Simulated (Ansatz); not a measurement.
**Structure types of Be at a series of pressures**

All-electron LAPW in Ansatz 0.2.0 under PBEsol, scalar-relativistic, energies extrapolated to zero smearing, no spin–orbit coupling; spin polarisation is left out. At each pressure a set of structure types was relaxed with symmetry kept. The table gives H = E + pV above the lowest type of that row in meV/atom (up to 5 of noise); a dash means not tried or turned into another type. Real phases may be missing from the set. k spacings are near 0.17 to 0.21 Å⁻¹, smearing 0.05 to 0.1 eV.

Question: Among hcp, bcc, simple hexagonal, fcc, sc, beta tin, which leads at 13, 80, 140, 290, 470 GPa?

Answer: hcp at 13 GPa; hcp at 80 GPa; hcp at 140 GPa; hcp at 290 GPa; bcc at 470 GPa.

```csv
p (GPa),V of the lowest (Å³/atom),hcp,bcc,simple hexagonal,fcc,sc,beta tin
13,7.16,0,93,643,75,1185,–
80,5.47,0,68,965,63,1670,–
140,4.76,0,48,1121,52,1921,1228
290,3.82,0,20,1322,33,2291,1387
470,3.21,11,0,1426,26,–,–
```
